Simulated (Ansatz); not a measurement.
KBr:
```cif
data_Br4K4
_chemical_formula_sum 'K4 Br4'
_space_group_name_H-M_alt 'Fm-3m'
_space_group_IT_number 225
_space_group_name_Hall '-F 4 2 3'
_cell_length_a 6.60875
_cell_length_b 6.60875
_cell_length_c 6.60875
_cell_angle_alpha 90.000
_cell_angle_beta 90.000
_cell_angle_gamma 90.000
loop_
_atom_site_label
_atom_site_type_symbol
_atom_site_symmetry_multiplicity
_atom_site_Wyckoff_symbol
_atom_site_fract_x
_atom_site_fract_y
_atom_site_fract_z
_atom_site_occupancy
K1 K 4 a 0.00000 0.00000 0.00000 1
Br1 Br 4 b 0.50000 0.50000 0.50000 1
```
(The calculation used a cell of 2 atoms; values per cell refer to that cell.)

Relaxed with the program Ansatz at the r²SCAN level (PAW). Indices refer to the conventional cell of Fm-3m, a = 6.609 Å, b = 6.609 Å, c = 6.609 Å, α = 90.00°, β = 90.00°, γ = 90.00°.

Question: Simulate the powder diffraction pattern (Ag Kα, λ = 0.560885 Å; lines above 1 %) up to 2θ = 30°.

Answer: Simulated powder pattern, Ag Kα, λ = 0.560885 Å (kinematic, ideal powder, no thermal factors, no anomalous dispersion; the 30 strongest lines at most, above 1 %, up to 2θ = 30°):

| 2θ (°) | d (Å) | I/Imax (%) | hkl |
|---|---|---|---|
| 8.43 | 3.816 | 20 | (111) |
| 9.74 | 3.304 | 100 | (200) |
| 13.79 | 2.337 | 79 | (220) |
| 16.18 | 1.993 | 12 | (311) |
| 16.91 | 1.908 | 29 | (222) |
| 19.55 | 1.652 | 14 | (400) |
| 21.32 | 1.516 | 6.3 | (331) |
| 21.88 | 1.478 | 40 | (420) |
| 24.00 | 1.349 | 30 | (422) |
| 25.48 | 1.272 | 5.1 | (511)+(333) |
| 27.78 | 1.168 | 9.4 | (440) |
| 29.08 | 1.117 | 5.1 | (531) |
| 29.50 | 1.101 | 19 | (442)+(600) |

The r²SCAN relaxation kept the symmetry of its start; phonons on a q-mesh show no instability.

Potentials: the later of the program's two PAW sets.
